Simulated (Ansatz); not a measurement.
## Si3Ge: computed property card

Si3Ge:
```
Si3Ge
1.0
    3.88113     0.00000     0.00000
    0.00000     3.88113     0.00000
    0.00000     0.00000     5.47823
Si Ge
3 1
Direct
  0.50000   0.00000   0.75517
  0.00000   0.00000   0.00000
  0.00000   0.50000   0.24483
  0.50000   0.50000   0.50000
```

Space group P-4m2 (No. 115); conventional cell a = b = 3.8811 Å, c = 5.4782 Å, α = β = γ = 90.00°.

Method: PBEsol (plane waves, PAW; program Ansatz). Structure relaxed to zero pressure with the same functional. Other levels are named where they apply.

**Cell and energy**

```yaml
volume_per_atom: 20.63 Å³
density: 3.16 g/cm³
Formation energy from the elements (no fitted shifts): 0.011 eV/atom
```

**Electronic structure**

```yaml
band_gap: 0.25 eV (indirect)
valence_band_maximum: at Γ
conduction_band_minimum: at M
smallest_direct_gap_on_the_standard_path: 0.52 eV
electron_effective_mass: 0.18, 0.40, 0.40 mₑ (principal values)
Electron effective mass with spin–orbit coupling: 0.18, 0.40, 0.40 mₑ (principal values)
Hole effective mass, band 1 of 2 at the edge: 2.3 along x, 0.25 along z (mₑ)
Hole effective mass, band 2 of 2 at the edge: 0.082 along x, 0.25 along z (mₑ)
Hole effective mass with spin–orbit coupling: 0.16, 0.16, 0.24 mₑ (principal values)
HSE06 gap on the PBEsol cell: 0.92 eV
Gap with spin–orbit coupling: 0.21 eV
```

**Mechanics**

```yaml
Bulk modulus (Birch–Murnaghan fit): 87.4 GPa
Pressure derivative B′: 4.4
Elastic constants (relaxed ions, GPa): C11 = 175, C12 = 30.9, C13 = 57.7, C33 = 146, C44 = 71.2, C66 = 45.0
mechanical_stability: stable (all eigenvalues of C positive)
hill_bulk_and_shear_moduli: 87.7 and 59.3 GPa
Young's modulus: 145 GPa
Poisson's ratio: 0.22
debye_temperature_from_the_elastic_constants: 521 K
```

**Phonons**

```yaml
Highest zone-centre frequency (without LO–TO term): 487 cm⁻¹
zone_centre_stability: no imaginary mode at Γ
```

The start of the workflow was typed in or built on a structure type; neither database checked (COD, Materials Project) lists it. Whether it is the stable phase at ambient conditions was not checked. The PBEsol relaxation kept the symmetry of its start. The references are the lowest solids computed at this level, not always the standard phases. Spin–orbit coupling is left out wherever it is not named.

Potentials: the earlier of the program's two PAW sets. The files were generated under PBE; for other functionals the program regenerates the frozen cores, and for LDA and PBEsol the local potential too.
